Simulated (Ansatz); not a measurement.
Space group P2/m (No. 10). a = 5.263 Å, b = 3.132 Å, c = 5.498 Å, α = 90.00°, β = 107.73°, γ = 90.00°
```json
{"atom": "Zr", "site": "1f", "symmetry": "2/m", "x": "0.0000", "y": "0.5000", "z": "0.5000"}
{"atom": "Nb", "site": "1a", "symmetry": "2/m", "x": "0.0000", "y": "0.0000", "z": "0.0000"}
{"atom": "Nb", "site": "1e", "symmetry": "2/m", "x": "0.5000", "y": "0.5000", "z": "0.0000"}
{"atom": "N", "site": "2n", "symmetry": "m", "x": "0.7705", "y": "0.5000", "z": "0.7815"}
{"atom": "N", "site": "2m", "symmetry": "m", "x": "0.2520", "y": "0.0000", "z": "0.7566"}
```

Equation of state of this ZrNb2N4 structure (not necessarily the ground state), with shape and atoms relaxed at each volume where symmetry leaves them free. It has no gap at any of these volumes. These are results of Ansatz, DFT PBE, scalar-relativistic, plane waves, PAW, not measurements.

Cutoff 420 eV; k points 6×10×6 on the computed 7-atom cell (Γ-centred); Gaussian smearing, width 0.10 eV; no spin polarisation.

```csv
V (Å³/atom),E − E(largest V) (meV/atom),P (GPa)
10.852,78.44,35.93
11.222,8.79,24.73
11.592,-36.97,15.18
11.962,-62.34,7.01
12.332,-70.24,0.01
12.702,-63.15,-5.98
13.072,-43.23,-11.09
13.565,0.00,-16.71
```

Fit a third-order Birch–Murnaghan equation, E = E0 + (9V0B0/16)·[(x − 1)³B0' + (x − 1)²(6 − 4x)] with x = (V0/V)^(2/3), to E(V).

V0 = 12.33 Å³/atom, B0 = 215 GPa, B0' = 4.2.

The cell was found from a structure generator's guess, not taken from experiment.
